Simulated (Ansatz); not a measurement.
Consider the following.

ScAl₃:
```
CELL_PARAMETERS angstrom
      4.03111     0.00000     0.00000
      0.00000     4.03111     0.00000
      0.00000     0.00000     4.03111
ATOMIC_POSITIONS crystal
  Sc 0.00000 0.00000 0.00000
  Al 0.50000 0.00000 0.50000
  Al 0.00000 0.50000 0.50000
  Al 0.50000 0.50000 0.00000
```

This is the LDA-relaxed structure.

**Question.** All from DFT-LDA in the program Ansatz with PAW potentials, unless another level is named. Predict the density of states at the Fermi level.

**Answer.** 0.32 states/eV per atom (mean over ±0.08 eV).

**Question.** And the formation energy from the elements (no fitted shifts)?

**Answer.** -0.50 eV/atom.

Space group Pm-3m (Cu3Au type). Symmetry was held in the LDA relaxation. No spin polarisation was allowed. The references are the lowest solids computed at this level, not always the standard phases.

Potentials: the earlier of the program's two PAW sets. The files were generated under PBE; for other functionals the program regenerates the frozen cores, and for LDA and PBEsol the local potential too.
